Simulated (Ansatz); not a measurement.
Calculated ²³Na nuclear quadrupole resonance for Na₄Ti₂Si₃O₁₂

Cell: a computed structure from the Materials Project (it need not be an observed phase), atoms as given.

```yaml
crystal:
  lattice:
    - [4.49985, 2.59799, 7.28697]
    - [-4.49985, 2.59799, 7.28697]
    - [0.00000, -5.19598, 7.28697]
  atoms:
    - { symbol: Na, position: [0.87767, 0.62233, 0.25000] }
    - { symbol: Na, position: [0.62233, 0.25000, 0.87767] }
    - { symbol: Na, position: [0.25000, 0.87767, 0.62233] }
    - { symbol: Na, position: [0.37767, 0.75000, 0.12233] }
    - { symbol: Na, position: [0.75000, 0.12233, 0.37767] }
    - { symbol: Na, position: [0.12233, 0.37767, 0.75000] }
    - { symbol: Na, position: [0.50000, 0.50000, 0.50000] }
    - { symbol: Na, position: [0.00000, 0.00000, 0.00000] }
    - { symbol: Ti, position: [0.35349, 0.35349, 0.35349] }
    - { symbol: Ti, position: [0.85349, 0.85349, 0.85349] }
    - { symbol: Ti, position: [0.64651, 0.64651, 0.64651] }
    - { symbol: Ti, position: [0.14651, 0.14651, 0.14651] }
    - { symbol: Si, position: [0.53897, 0.96103, 0.25000] }
    - { symbol: Si, position: [0.96103, 0.25000, 0.53897] }
    - { symbol: Si, position: [0.25000, 0.53897, 0.96103] }
    - { symbol: Si, position: [0.03897, 0.75000, 0.46103] }
    - { symbol: Si, position: [0.75000, 0.46103, 0.03897] }
    - { symbol: Si, position: [0.46103, 0.03897, 0.75000] }
    - { symbol: O, position: [0.50628, 0.14302, 0.28107] }
    - { symbol: O, position: [0.14302, 0.28107, 0.50628] }
    - { symbol: O, position: [0.28107, 0.50628, 0.14302] }
    - { symbol: O, position: [0.00628, 0.78107, 0.64302] }
    - { symbol: O, position: [0.78107, 0.64302, 0.00628] }
    - { symbol: O, position: [0.64302, 0.00628, 0.78107] }
    - { symbol: O, position: [0.49372, 0.85698, 0.71893] }
    - { symbol: O, position: [0.85698, 0.71893, 0.49372] }
    - { symbol: O, position: [0.71893, 0.49372, 0.85698] }
    - { symbol: O, position: [0.99372, 0.21893, 0.35698] }
    - { symbol: O, position: [0.21893, 0.35698, 0.99372] }
    - { symbol: O, position: [0.35698, 0.99372, 0.21893] }
    - { symbol: O, position: [0.43999, 0.22494, 0.57453] }
    - { symbol: O, position: [0.22494, 0.57453, 0.43999] }
    - { symbol: O, position: [0.57453, 0.43999, 0.22494] }
    - { symbol: O, position: [0.93999, 0.07453, 0.72494] }
    - { symbol: O, position: [0.07453, 0.72494, 0.93999] }
    - { symbol: O, position: [0.72494, 0.93999, 0.07453] }
    - { symbol: O, position: [0.56001, 0.77506, 0.42547] }
    - { symbol: O, position: [0.77506, 0.42547, 0.56001] }
    - { symbol: O, position: [0.42547, 0.56001, 0.77506] }
    - { symbol: O, position: [0.06001, 0.92547, 0.27506] }
    - { symbol: O, position: [0.92547, 0.27506, 0.06001] }
    - { symbol: O, position: [0.27506, 0.06001, 0.92547] }
```

Atom numbers follow the list; atoms alike are taken as one site, whose name carries the number of the first.

All values are calculated (Ansatz; DFT, PBE, plane waves and PAW, scalar-relativistic, 420 eV cutoff, Γ-centred 3×3×3 k-points, Fermi–Dirac smearing 0.02 eV), not measured.

²³Na: I = 3/2, Q = 104.0 mb (year-2017 value). Static lattice, zero field.

Task: Predict the zero-field ²³Na lines of each site.

Result: For I = 3/2 there is one line, ν = (|C_Q|/2)(1 + η²/3)^½.

| site | atoms | V_zz (10²¹ V/m²) | C_Q (MHz) | η | line frequencies (MHz) |
| --- | --- | --- | --- | --- | --- |
| Na1 | 1, 2, 3, 4, 5, 6 | -1.36 | -3.42 | 0.33 | 1.74 |
| Na7 | 7, 8 | -1.35 | -3.39 | 0.00 | 1.69 |

An axis of threefold or higher order runs through Na7, so V_zz lies along it and η is zero.

The run took 75 s of wall time (75 s of CPU time) and 1.2 GiB at its peak, on 1 thread of Arm Neoverse V2 (aarch64; 8 cores open to the job, memory cap 2.5 GiB, no GPU), a shared host with a load of 0.4 a core.
